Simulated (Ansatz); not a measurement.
# Does relaxation matter for the field gradients of BN with an N vacancy?

Start: a supercell of BN (zinc blende type, F-43m) built from an entry of the Crystallography Open Database (COD), with all atoms left at the host's positions.

```cif
data_structure
_symmetry_space_group_name_H-M 'P 1'
_symmetry_Int_Tables_number 1
_cell_length_a 7.6686
_cell_length_b 7.6686
_cell_length_c 7.6686
_cell_angle_alpha 60.000
_cell_angle_beta 60.000
_cell_angle_gamma 60.000
_cell_volume 318.88
loop_
_atom_site_label
_atom_site_type_symbol
_atom_site_fract_x
_atom_site_fract_y
_atom_site_fract_z
_atom_site_occupancy
B1 B 0.00000 0.00000 0.00000 1
B2 B 0.00000 0.00000 0.33333 1
B3 B 0.00000 0.00000 0.66667 1
B4 B 0.00000 0.33333 0.00000 1
B5 B 0.00000 0.33333 0.33333 1
B6 B 0.00000 0.33333 0.66667 1
B7 B 0.00000 0.66667 0.00000 1
B8 B 0.00000 0.66667 0.33333 1
B9 B 0.00000 0.66667 0.66667 1
B10 B 0.33333 0.00000 0.00000 1
B11 B 0.33333 0.00000 0.33333 1
B12 B 0.33333 0.00000 0.66667 1
B13 B 0.33333 0.33333 0.00000 1
B14 B 0.33333 0.33333 0.33333 1
B15 B 0.33333 0.33333 0.66667 1
B16 B 0.33333 0.66667 0.00000 1
B17 B 0.33333 0.66667 0.33333 1
B18 B 0.33333 0.66667 0.66667 1
B19 B 0.66667 0.00000 0.00000 1
B20 B 0.66667 0.00000 0.33333 1
B21 B 0.66667 0.00000 0.66667 1
B22 B 0.66667 0.33333 0.00000 1
B23 B 0.66667 0.33333 0.33333 1
B24 B 0.66667 0.33333 0.66667 1
B25 B 0.66667 0.66667 0.00000 1
B26 B 0.66667 0.66667 0.33333 1
B27 B 0.66667 0.66667 0.66667 1
N28 N 0.08333 0.08333 0.41667 1
N29 N 0.08333 0.08333 0.75000 1
N30 N 0.08333 0.41667 0.08333 1
N31 N 0.08333 0.41667 0.41667 1
N32 N 0.08333 0.41667 0.75000 1
N33 N 0.08333 0.75000 0.08333 1
N34 N 0.08333 0.75000 0.41667 1
N35 N 0.08333 0.75000 0.75000 1
N36 N 0.41667 0.08333 0.08333 1
N37 N 0.41667 0.08333 0.41667 1
N38 N 0.41667 0.08333 0.75000 1
N39 N 0.41667 0.41667 0.08333 1
N40 N 0.41667 0.41667 0.41667 1
N41 N 0.41667 0.41667 0.75000 1
N42 N 0.41667 0.75000 0.08333 1
N43 N 0.41667 0.75000 0.41667 1
N44 N 0.41667 0.75000 0.75000 1
N45 N 0.75000 0.08333 0.08333 1
N46 N 0.75000 0.08333 0.41667 1
N47 N 0.75000 0.08333 0.75000 1
N48 N 0.75000 0.41667 0.08333 1
N49 N 0.75000 0.41667 0.41667 1
N50 N 0.75000 0.41667 0.75000 1
N51 N 0.75000 0.75000 0.08333 1
N52 N 0.75000 0.75000 0.41667 1
N53 N 0.75000 0.75000 0.75000 1
```

Atom numbers follow the list; atoms alike are taken as one site, whose name carries the number of the first.

The numbers come from a DFT calculation in Ansatz (PBE, plane waves and PAW, scalar-relativistic, collinear spin, 420 eV cutoff, Γ-centred 3×3×3 k-points, Fermi–Dirac smearing 0.01 eV, cell charge +2). Start moments as typed (μB): 0.5 0.5 0 0.5 0 0 0 0 0 0.5 0 0 0 0 0 0 0 0 0 0 0 0 0 0 0 0 0 0 0 0 0 0 0 0 0 0 0 0 0 0 0 0 0 0 0 0 0 0 0 0 0 0 0 by atom.

The largest force at the start is 1.9 eV/Å. Relaxing the ions at fixed cell moves them by 0.229 Å at most (atom 4, B) and 0.064 Å rms.

```
site  atom  moved (Å)  first shell before   first shell after  V_zz before (10²¹ V/m²)  η before
  B1     1      0.229       3 N at 1.57 Å       3 N at 1.50 Å                     1.76      0.00
  B3     3      0.016       4 N at 1.57 Å  4 N at 1.56–1.59 Å                    -0.15      0.84
  B5     5      0.016       4 N at 1.57 Å  4 N at 1.55–1.57 Å                   -0.057      0.89
 B18    18      0.009       4 N at 1.57 Å  4 N at 1.56–1.58 Å                   <0.005         –
 N28    28      0.015       4 B at 1.57 Å  4 B at 1.50–1.59 Å                     1.22      0.20
 N31    31      0.004       4 B at 1.57 Å  4 B at 1.56–1.57 Å                    0.049      0.00
 N35    35      0.001       4 B at 1.57 Å  4 B at 1.56–1.58 Å                    0.046      0.00
 N41    41      0.001       4 B at 1.57 Å  4 B at 1.55–1.56 Å                   -0.047      0.06
```

Question: What are V_zz and η after the relaxation?

Answer: 

| site | atom | V_zz after | η after | change of V_zz |
| --- | --- | --- | --- | --- |
| B1 | 1 | 2.82 | 0.00 | +1.06 |
| B3 | 3 | 0.44 | 0.69 | – |
| B5 | 5 | 0.27 | 0.92 | – |
| B18 | 18 | 0.17 | 0.00 | +0.17 |
| N28 | 28 | -1.26 | 0.53 | – |
| N31 | 31 | -0.24 | 0.00 | -0.29 |
| N35 | 35 | -0.20 | 0.00 | -0.25 |
| N41 | 41 | -0.029 | 0.18 | +0.02 |

The largest change of V_zz along a kept axis is on B1, from 1.76 to 2.82. V_zz changes sign on N31 (same axis), N35 (same axis). On N28, B3, B5 the largest principal value lies along another axis in the second run, so the two V_zz can't be compared directly. Sites without a gradient aren't listed.

The defect repeats with the cell of 53 atoms, so it feels its images: sites between two images don't show the values beside a lone defect, and zeros or small values of η there can come from the images' arrangement. A uniform background compensates the cell's charge. The defect cell has no gap above 0.1 eV on its mesh, so the values can hang on the smearing and the k-mesh.
Before: The cell keeps the host's lattice, where the PBE pressure is 5 GPa (in a charged cell this depends on the convention for the mean potential). The start moments die out, and the run ends without spin. The neighbours have not yet relaxed around the defect (largest force 1.9 eV/Å), so a real crystal will differ.
After: The relaxation keeps the symmetry of the vacancy's site, so distortions that break it, Jahn–Teller ones too, aren't explored. The cell keeps the host's lattice, where the PBE pressure is 9 GPa (in a charged cell this depends on the convention for the mean potential). The run lost most of its start moments on B; a state with other moments may lie lower.
